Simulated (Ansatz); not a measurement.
CoGe:
```yaml
crystal:
  lattice:
    - [0.00000, 2.40769, 2.40769]
    - [2.40769, 0.00000, 2.40769]
    - [2.40769, 2.40769, 0.00000]
  atoms:
    - { symbol: Ge, position: [0.00000, 0.00000, 0.00000] }
    - { symbol: Co, position: [0.50000, 0.50000, 0.50000] }
```

Relaxed with PBE. Special points in fractions of this cell's reciprocal vectors: Γ (0.000, 0.000, 0.000); X (0.500, 0.000, 0.500); U (0.625, 0.250, 0.625); K (0.375, 0.375, 0.750); L (0.500, 0.500, 0.500); W (0.500, 0.250, 0.750).

**Question.** List the band energies nearest the Fermi level at these points for plane-wave PAW PBE with spin–orbit coupling (Ansatz code).

**Answer.** In eV from the Fermi level; about four levels below and three above (degenerate sets whole), none deeper than 8.9 eV; points with the same levels are listed once.

```json
[
 {"k": "Γ", "below": "-1.34 -1.34 -1.34 -1.34", "above": "3.88 3.88 4.28 4.28 4.28 4.28"},
 {"k": "X", "below": "-0.57 -0.57 -0.13 -0.13", "above": "0.07 0.07 0.38 0.38"},
 {"k": "U", "below": "-0.73 -0.73 -0.25 -0.25", "above": "0.33 0.33 2.03 2.03"},
 {"k": "L", "below": "-0.82 -0.82 -0.27 -0.27", "above": "6.07 6.07 6.21 6.21"},
 {"k": "W", "below": "-0.22 -0.22 -0.02 -0.02", "above": "0.44 0.44 10.25 10.25"}
]
```

Space group Fm-3m (rock salt). A made-up cell: these elements were put on the sites of a structure type; neither database checked (COD, Materials Project) lists it. Its standing as an ambient phase is unchecked. The cell was relaxed with PBE under the symmetry of its start. At this level the phase is mechanically unstable. The workflow began spin-polarised and lost its moments.

Potentials: the later of the program's two PAW sets.
